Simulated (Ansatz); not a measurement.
SnGe (CsCl type, Pm-3m) under volume change, DFT-PBEsol in the program Ansatz with PAW potentials, scaled uniformly.

| V (Å³/atom) | E − E(relaxed) (meV/atom) | P (GPa) |
|---|---|---|
| 20.054 | 43.5 | 7.66 |
| 20.715 | 18.2 | 4.68 |
| 21.376 | 4.3 | 2.14 |
| 22.038 | 0.0 | 0.00 |
| 22.699 | … | … |
| 23.360 | 15.0 | -3.40 |
| 24.021 | … | … |

### Question
What belongs in the gaps?

### Answer

- 22.699, E − E(relaxed) (meV/atom): 4.0
- 22.699, P (GPa): -1.88
- 24.021, E − E(relaxed) (meV/atom): 31.6
- 24.021, P (GPa): -4.60

### Question
What does a third-order Birch–Murnaghan fit give for V₀, B₀ and B′?

### Answer
V₀ = 22.03 Å³/atom, B₀ = 65.6 GPa, B′ = 4.7.

The cell is a constructed one: a structure type filled with these elements; neither database checked (COD, Materials Project) lists it. Its standing as an ambient phase is unchecked. The cell was relaxed with PBEsol under the symmetry of its start. At this level the phase is mechanically unstable. Scalar-relativistic: spin–orbit coupling is off unless named, which matters more the heavier the elements.

Potentials: the later of the program's two PAW sets.
